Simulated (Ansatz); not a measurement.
CdI₂ (CdI2 type)

```
CELL_PARAMETERS angstrom
      4.24233     0.00000     0.00000
     -2.12117     3.67397     0.00000
      0.00000     0.00000     6.82427
ATOMIC_POSITIONS crystal
  Cd 0.00000 0.00000 0.00000
  I  0.33333 0.66667 0.25349
  I  0.66667 0.33333 0.74651
```

Two coordinates are scanned: the volume, and the ratio of the stretch along z (the conventional c axis) to the stretch across it. Atoms keep their fractional coordinates.

Level of theory: PBE-D3(BJ) (plane waves to 420 eV, PAW, scalar-relativistic; Ansatz, a program for electronic structure). k mesh 9×9×5 (Γ-centred), Fermi-Dirac smearing 0.05 eV. Compression counts positive. As the atoms are clamped, bonds stretch with the cell, which overstates energies and stresses. CdI2 was relaxed with its symmetry unable to fall. Spin-orbit coupling is left out, though I is heavy.

Changes of σzz (GPa) from the point V/V₀ = 1.000, (c/a)/(c/a)₀ = 1.000 when one coordinate moves alone (two changes are said to add if the coupling is within 5 % of the smaller one, nearly so within 20 %):

```csv
point,change
"V/V₀ = 1.000, (c/a)/(c/a)₀ = 0.920",1.184
"V/V₀ = 1.000, (c/a)/(c/a)₀ = 0.960",0.624
"V/V₀ = 0.920, (c/a)/(c/a)₀ = 1.000",3.445
"V/V₀ = 0.960, (c/a)/(c/a)₀ = 1.000",1.519
"V/V₀ = 1.040, (c/a)/(c/a)₀ = 1.000",-1.198
"V/V₀ = 1.080, (c/a)/(c/a)₀ = 1.000",-2.141
"V/V₀ = 1.000, (c/a)/(c/a)₀ = 1.040",-0.677
"V/V₀ = 1.000, (c/a)/(c/a)₀ = 1.080",-1.395
```

### Question
Do the two effects add at V/V₀ = 1.040, (c/a)/(c/a)₀ = 0.920? Give the computed change.

### Answer
The sum of the single changes is -1.198 + (1.184) = -0.014; the calculation gives -0.041, so they add (within 5 % of the smaller single change).

### Question
Do the two effects add at V/V₀ = 0.960, (c/a)/(c/a)₀ = 1.040? Give the computed change.

### Answer
The sum of the single changes is 1.519 + (-0.677) = 0.842; the calculation gives 0.816, so they add (within 5 % of the smaller single change).

### Question
Do the two effects add at V/V₀ = 1.080, (c/a)/(c/a)₀ = 1.080? Give the computed change.

### Answer
The sum of the single changes is -2.141 + (-1.395) = -3.536; the calculation gives -3.422, so the coupling contributes 0.114 (under 20 % of the smaller single change, nearly additive).

(A scan under strain: stresses follow from slopes of the energy per volume, elastic moduli from its curvatures.)
